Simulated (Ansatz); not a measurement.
Pt: from a starting cell to a relaxed one

The start is a generated cell, Pt built in the simple-cubic structure type. The cell and all atomic positions are relaxed at zero pressure with r2SCAN (plane waves to 500 eV, PAW, scalar-relativistic; Ansatz, an electronic-structure program). The first steps use a coarse 13×13×13 k-mesh.

The start:
```
Pt
1.0
    2.56452     0.00000     0.00000
    0.00000     2.56452     0.00000
    0.00000     0.00000     2.56452
Pt
1
Direct
  0.00000   0.00000   0.00000
```

```json
{
 "initial_pressure": "+10.4 GPa (positive: the cell is compressed)",
 "outcome": "The space group stays Pm-3m (No. 221) (the run could not lower it); the end is simple cubic type, with 1 atom in the primitive cell",
 "energy_released": "0.02 eV/atom",
 "volume_change": "+4.6 %, from 16.87 to 17.65 Å³/atom",
 "band_gap_at_the_end": "zero (metallic)",
 "optimiser_moves": "8"
}
```

Relaxed structure:

Space group Pm-3m (No. 221); a = 2.604 Å, b = 2.604 Å, c = 2.604 Å, α = 90.00°, β = 90.00°, γ = 90.00°

| atom | site | symmetry | x | y | z |
|---|---|---|---|---|---|
| Pt | 1a | m-3m | 0.0000 | 0.0000 | 0.0000 |

Final values are on a 18×18×18 k-mesh of the relaxed cell. No spin polarisation in the result.

The run could not lower the symmetry of its start; a shaken copy of this end point relaxes with r2SCAN to P6/mmm (No. 191), 0.33 eV/atom lower.

The relaxed structure here is a generated cell of Pt: the first start was made by placing the elements on the sites of a structure type, and the end was not matched to a known phase here, so it may be hypothetical. Known forms of Pt include space group No. 225.
